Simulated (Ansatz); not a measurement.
BP:
Space group Pm-3n (No. 223); a = 5.576 Å, b = 5.576 Å, c = 5.576 Å, α = 90.00°, β = 90.00°, γ = 90.00°

| atom | site | symmetry | x | y | z |
|---|---|---|---|---|---|
| B | 6c | -4m.2 | 0.0000 | 0.5000 | 0.2500 |
| P | 6d | -4m.2 | 0.0000 | 0.2500 | 0.5000 |

Relaxed with r²SCAN. DFT-r²SCAN in the program Ansatz with PAW potentials gives a gap of 0.64 eV.

**Question.** What gap does HSE06 give on the same cell (Ansatz, PAW)?

**Answer.** 1.30 eV, 0.66 eV more. The hybrid was solved on a coarser mesh and at special points; its gap is the smallest among all of these.

```csv
k,v1 r²SCAN,c1 r²SCAN,v1 HSE06,c1 HSE06
Γ,0.00,1.40,?,?
R,-2.81,3.58,?,?
M,-0.82,2.24,-0.83,2.92
X,-0.88,0.69,?,?
```

**Question.** Top valence (v1) and lowest conduction level (c1) in eV from each method's valence maximum (which need not be a listed point): supply the withheld HSE06 values.

**Answer.** 
- Γ, v1 HSE06: 0.00
- Γ, c1 HSE06: 2.06
- R, v1 HSE06: -2.83
- R, c1 HSE06: 4.27
- X, v1 HSE06: -0.87
- X, c1 HSE06: 1.35

Cost on shared cores: the r²SCAN run (SCF on a 5×5×5 mesh, then bands and DOS) around 2.6 core-minutes (rough), the HSE06 run (SCF on 3×3×3, then a few points) roughly 4 core-minutes; the tasks are unlike.

The start of the workflow was typed in or built on a structure type; neither database checked (COD, Materials Project) lists it. It is not the phase usual at ambient conditions (space group No. 216). The r²SCAN relaxation kept the symmetry of its start; its stability against distortions is not shown here.

Potentials: the later of the program's two PAW sets.
